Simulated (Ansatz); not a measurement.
**Al3GaN4: random displacements**

All numbers below come from DFT PBEsol, scalar-relativistic, plane waves, PAW (Ansatz 0.2.0). The runs took a 420 eV cutoff, a Γ-centred 6×8×4 mesh and Gaussian smearing (0.05 eV). No spin polarisation. Energies are free energies at this smearing, counted from the undisturbed cell; pressure is positive in compression.

The undisturbed cell (relaxed at this level; it needn't be the usual structure):

```xyz
8
Lattice="5.0434 0.0000 0.0001 0.0000 3.1301 0.0000 -0.0032 0.0000 5.4180" Properties=species:S:1:pos:R:3 pbc="T T T"
Al    2.5223    1.5650    0.9066
Al    0.0019    1.5650    4.5230
Al    0.0044    0.0000    1.7971
Ga    2.5166    0.0000    3.6095
N     0.5585    0.0000    3.6102
N     0.6170    1.5650    0.9057
N     3.1500    1.5650    4.5522
N     3.1419    0.0000    1.7679
```

The atoms are displaced (Å, in the unstrained cell):

| atom | ux | uy | uz |
| --- | --- | --- | --- |
| Al1 | 0.216 | -0.158 | -0.166 |
| Al2 | 0.054 | -0.063 | -0.133 |
| Al3 | -0.574 | 0.060 | -0.160 |
| Ga4 | -0.095 | -0.019 | -0.161 |
| N5 | 0.277 | -0.162 | 0.042 |
| N6 | 0.328 | 0.532 | -0.053 |
| N7 | -0.265 | -0.235 | 0.327 |
| N8 | 0.058 | 0.045 | 0.304 |

Strain (Voigt, engineering shear): (-0.0064, 0.0073, -0.0710, -0.0416, -0.0300, 0.0290).

Task: What are the energy change, the stress and the forces?

Result: ΔE = 3329.9 meV/atom; stress (xx, yy, zz, yz, xz, xy; compression positive) (110.44, 4.05, 205.89, 5.26, -69.04, 2.77) GPa; gap on the mesh 0.25 eV.
| atom | Fx (eV/Å) | Fy | Fz |
| --- | --- | --- | --- |
| Al1 | -14.14 | 4.29 | 61.70 |
| Al2 | 1.80 | -0.19 | 1.85 |
| Al3 | 36.57 | -0.76 | -8.21 |
| Ga4 | -1.16 | -0.50 | 10.90 |
| N5 | -11.77 | 0.90 | 0.26 |
| N6 | -4.88 | -1.47 | 0.09 |
| N7 | 13.82 | -2.06 | -62.97 |
| N8 | -20.24 | -0.21 | -3.62 |

Cost: 1 run of about 0.38 core-minutes, on AMD EPYC 7R43 (Zen 3) (shared hosts).